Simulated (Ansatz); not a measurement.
Ga2Pt (fluorite type, space group Fm-3m)

```
Ga2Pt
1.0
    0.00000     2.96744     2.96744
    2.96744     0.00000     2.96744
    2.96744     2.96744     0.00000
Ga Pt
2 1
Cartesian
  4.45115   4.45115   4.45115
  1.48372   1.48372   1.48372
  0.00000   0.00000   0.00000
```

Equation-of-state scan: isotropic scaling of the cell above, V₀ being its volume. Symmetry pins the atoms to their sites.

These are r2SCAN (plane waves to 500 eV, PAW, scalar-relativistic; Ansatz, a program for electronic structure) values and carry that method's errors. k mesh 14×14×14 (Γ-centred), Fermi-Dirac smearing 0.05 eV. E stands for the smeared free energy. Compression counts positive. Ga2Pt is run without spin polarisation. Ga2Pt was relaxed with its symmetry unable to fall. Spin-orbit coupling is left out, though Pt is heavy. This is a high-temperature form of Ga2Pt. The zero of ΔE is the relaxed starting cell. The last digit holds for this mesh only.

```
V (Å³/atom)  ΔE (meV/atom)
-----------  -------------
15.678                90.3
15.969            withheld
16.259                37.4
16.549                20.3
16.840                 8.7
17.130                 2.1
17.420                 0.0
17.711                 2.0
18.001                 7.6
18.291                16.6
18.582                28.5
18.872                43.0
19.162                59.8
```

Fit a third-order Birch-Murnaghan form (E₀, V₀, B₀, B₀′ free) to the given rows and predict ΔE at V = 15.969.

Least squares on the 12 given rows: ΔE = E₀ + (9V₀B₀/16)·y²·[2 + (B₀′ − 4)y], y = (V₀/V)^(2/3) − 1, with V₀ = 17.420 Å³/atom, B₀ = 133.8 GPa (160.2 GPa = 1 eV/Å³; the term in eV is multiplied by 1000), B₀′ = 5.15, E₀ = 0.07 meV/atom; root-mean-square residual 0.06 meV/atom. At 15.969 the fit gives 60.4 meV/atom; the calculation gives 60.5 meV/atom, so the interpolation is off by -0.1 (-0.2 %). For the pressure the fit gives 14.6 GPa against the computed 14.6 GPa.

(A scan under strain: stresses follow from slopes of the energy per volume, elastic moduli from its curvatures.)
